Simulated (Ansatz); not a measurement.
The relaxed structure here is a generated cell of Co: the first start was made by placing the elements on the sites of a structure type, and the end was not matched to a known phase here, so it may be hypothetical. Known forms of Co include space group No. 194.

The end point of a relaxation of Co. The numbers are results of PBEsol (plane waves to 420 eV, PAW, scalar-relativistic; Ansatz, a program for electronic structure), not measurements.

```xyz
2
Lattice="0.0000 2.0358 4.3097 1.2593 0.0000 4.3097 1.2593 2.0358 0.0000" Properties=species:S:1:pos:R:3 pbc="T T T"
Co     1.2593     2.0358     1.1543
Co     1.2593     2.0358     7.4651
```

Q: Determine the symmetry and give the standard cell with its independent sites.

A: Space group Fmmm (No. 69); a = 2.5186 Å, b = 4.0717 Å, c = 8.6194 Å, α = 90.00°, β = 90.00°, γ = 90.00°

```csv
atom,site,symmetry,x,y,z
Co,8i,mm2,0.0000,0.0000,0.1339
```

Q: Give the shortest distances between elements (the closest pairs, up to four, under 3.6 Å).

A: Co–Co 2.31 Å.

The volume per atom is 11.05 Å³ and the band gap is zero (metallic). The magnetic moment comes out as net 1.67 μB/atom, ferromagnetic.

Spin state reached: ferromagnetic (net 1.67 μB/atom), from parallel starting moments; other spin orders were not run from this start.

The run could not lower the symmetry of its start; a shaken copy of this end point relaxes with PBEsol to P6₃/mmc (No. 194), 0.36 eV/atom lower.
